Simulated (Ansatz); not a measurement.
GaAs (zinc blende, F-43m), a = 5.659 Å, b = 5.659 Å, c = 5.659 Å, α = 90.00°, β = 90.00°, γ = 90.00°; the cell used has 2 atoms.

Relaxed with PBEsol. PBEsol in the plane-wave PAW code Ansatz gives a gap of 0.42 eV.

Question: What gap does HSE06 give on the same cell (Ansatz, PAW)?

Answer: 1.40 eV, 0.97 eV more. The hybrid was solved on a coarser mesh and at special points; the gap given is the minimum over both.

```json
[
 {"k": "Γ", "v1 PBEsol": "0.00", "c1 PBEsol": "0.42", "v1 HSE06": "0.00", "c1 HSE06": "1.40"},
 {"k": "X", "v1 PBEsol": "-2.68", "c1 PBEsol": "1.36", "v1 HSE06": "___", "c1 HSE06": "___"},
 {"k": "L", "v1 PBEsol": "-1.14", "c1 PBEsol": "0.92", "v1 HSE06": "___", "c1 HSE06": "___"},
 {"k": "W", "v1 PBEsol": "-3.36", "c1 PBEsol": "4.58", "v1 HSE06": "___", "c1 HSE06": "___"},
 {"k": "K", "v1 PBEsol": "-2.26", "c1 PBEsol": "1.88", "v1 HSE06": "___", "c1 HSE06": "___"}
]
```

Question: Top valence (v1) and lowest conduction level (c1) in eV from each method's valence maximum (which need not be a listed point): supply the withheld HSE06 values.

Answer: 
- K, v1 HSE06: -2.44
- K, c1 HSE06: 2.63
- X, v1 HSE06: -2.90
- X, c1 HSE06: 2.06
- W, v1 HSE06: -3.59
- W, c1 HSE06: 5.45
- L, v1 HSE06: -1.23
- L, c1 HSE06: 1.75

Cost on shared cores: the PBEsol run (SCF on a 9×9×9 mesh, then bands and DOS) around 14 core-seconds (rough), the HSE06 run (SCF on 6×6×6, then a few points) about 90 core-seconds (a rough figure); the tasks are unlike.

Symmetry was held in the PBEsol relaxation. Scalar-relativistic: spin–orbit coupling is off unless named, which matters more the heavier the elements.

Potentials: the earlier of the program's two PAW sets. The files were generated under PBE; for other functionals the program regenerates the frozen cores, and for LDA and PBEsol the local potential too.
